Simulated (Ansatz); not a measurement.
A distorted cell of Ca₃SnH₂ (space group Cmcm):

```yaml
crystal:
  lattice:
    - [4.37049, -5.61198, 0.00000]
    - [4.37049, 5.61198, 0.00000]
    - [0.00000, 0.00000, 5.17180]
  atoms:
    - { symbol: Ca, position: [0.88951, 0.11049, 0.25000] }
    - { symbol: Ca, position: [0.11049, 0.88951, 0.75000] }
    - { symbol: Ca, position: [0.40852, 0.18740, 0.25000] }
    - { symbol: Ca, position: [0.59148, 0.81260, 0.75000] }
    - { symbol: Ca, position: [0.18740, 0.40852, 0.75000] }
    - { symbol: Ca, position: [0.81260, 0.59148, 0.25000] }
    - { symbol: Sn, position: [0.69244, 0.30756, 0.75000] }
    - { symbol: Sn, position: [0.30756, 0.69244, 0.25000] }
    - { symbol: H, position: [0.15139, 0.15139, 0.00000] }
    - { symbol: H, position: [0.84861, 0.84861, 0.00000] }
    - { symbol: H, position: [0.84861, 0.84861, 0.50000] }
    - { symbol: H, position: [0.15139, 0.15139, 0.50000] }
```

All values below come from r2SCAN (plane waves to 500 eV, PAW, scalar-relativistic; Ansatz, a first-principles code). k mesh 4×4×5 (Γ-centred), Fermi-Dirac smearing 0.05 eV. E stands for the smeared free energy. Compression counts positive. Ca3SnH2 was relaxed with its symmetry unable to fall.

### Question
Give the stress tensor in GPa and the pressure.

### Answer
```
   1.44     0.00     0.00
   0.00     1.40     0.00
   0.00     0.00     1.82
```
The pressure, a third of the trace, is 1.55 GPa.

### Question
It is the relaxed cell scaled evenly to V/V₀ = 0.964, atoms relaxed where free. What is its energy relative to the relaxed cell?

### Answer
3.7 meV/atom.

(A scan under strain: stresses follow from slopes of the energy per volume, elastic moduli from its curvatures.)
